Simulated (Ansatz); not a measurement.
Values for one crystal, relaxed and computed with LDA (plane waves, PAW; program Ansatz); other levels are named.

| Quantity | Result |
|---|---|
| Volume per atom | 13.57 Å³ |
| Band gap | 1.23 eV (smallest direct gap 1.24 eV) |
| Conduction-band minimum | at Γ |
| Formation energy from the elements (no fitted shifts) | -2.24 eV/atom |
| Young's modulus | 116 GPa |
| Debye temperature from the elastic constants | 374 K |
| Highest zone-centre frequency (without LO–TO term) | 31.67 THz |

Q: Which of these materials gives this?
(A) BaTiO3, R3m (Ba on 3a, Ti on 3a, O on 9b)
(B) CaO, rock salt
(C) WO3, Pbcm (W on 4d, O on 4d, O on 4c, O on 4d)
(D) SiO2, Ama2 (Si on 8c, O on 4a, O on 8c, O on 4b)

A: C, WO3, Pbcm (W on 4d, O on 4d, O on 4c, O on 4d)

The first step of the workflow began from a Materials Project structure, measured or hypothetical; the Crystallography Open Database copy checked does not list it. COD files the formula under space group No. 2, 14, 62, 129, 130, 191, so this cell is another polymorph or a model. Its standing as an ambient phase is unchecked. The LDA relaxation kept the symmetry of its start; of distortions, only those at the zone centre were tested, and some modes there are weakly imaginary. The run is not spin-polarised. No Hubbard U is applied. Point labels and valley counts follow the cell and symmetry of the run, lower than the named group. On the denser mesh and wider smearing of the elastic run this cell carries a stress of 1.2 GPa. The references are the lowest solids computed at this level, not always the standard phases (solids in place of the gases). Scalar-relativistic: spin–orbit coupling is off unless named, which matters more the heavier the elements.

Potentials: the later of the program's two PAW sets.
